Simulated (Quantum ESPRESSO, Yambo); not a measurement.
GaN (wurtzite, space group P6_3mc, No. 186) under isotropic strain of -3 % on all lattice vectors. The PBEsol cell relaxed from Materials Project entry mp-804 was given an isotropic strain of -3 % on all lattice vectors, and the atoms were relaxed again. Chain: PBE (stringent potentials; Quantum ESPRESSO, PseudoDojo norm-conserving, 114 Ry, scalar-relativistic); G0W0 in Yambo (6×6×2 Γ-centred k mesh, bands 9 to 215 and a 15 Ry block in the screening, 215 bands in G with the Bruneval-Gonze terminator, plasmon pole fitted at 27.2 eV); BSE (9×9×6 mesh, 5 valence and 2 conduction bands, static screening with 42 bands and a 4 Ry block, scissor 1.11 eV, Tamm-Dancoff).

* **PBE gap (dense path)**: 2.58 eV
* **PBE gap Γ → Γ on the GW mesh**: 2.58 eV
* **PBE smallest direct gap on the GW mesh, at Γ**: 2.58 eV
* **G0W0 direct gap at that point**: 3.69 eV
* **G0W0 correction to the gap Γ → Γ**: 1.11 eV
* **lowest exciton**: no binding energy given (see below)

Rough cost of the Yambo steps against G0W0 for 6 states: BSE about 1/6.

Convergence of the G0W0 settings was not tested. The BSE states are vertical excitations (zero momentum). The lowest state covers only about 1 of the 486 k points, so the mesh doesn't resolve it: its energy and its distance from the direct gap are mesh artefacts. An extended exciton needs a far denser mesh. Axes are Cartesian, with cell vectors (Å) (3.09, 0.00, 0.00), (-1.54, 2.67, 0.00), (0.00, 0.00, 5.03).

Spin-orbit splittings are left out.
